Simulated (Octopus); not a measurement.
Al₃Ti (I4/mmm, No. 139):
```
Al3Ti
1.0
   -1.91111     1.91111     4.28067
    1.91111    -1.91111     4.28067
    1.91111     1.91111    -4.28067
Ti Al
1 3
Cartesian
  0.00000   0.00000   0.00000
  1.91111   1.91111   0.00000
  0.00000   1.91110   2.14033
  1.91111   0.00000   2.14033
```
The cell is a database entry, not relaxed again.

All numbers are Octopus results at the level LDA (grid spacing about 0.16 Å, Γ-centred 10×10×10 k-mesh, Fermi-Dirac smearing of 0.1 eV, no spin polarisation; PseudoDojo 0.4 LDA potentials), not measurements.

Question: What band gap does LDA give on the standard high-symmetry path?

Answer: none: the cell holds an odd number of electrons, so a band is partly filled.
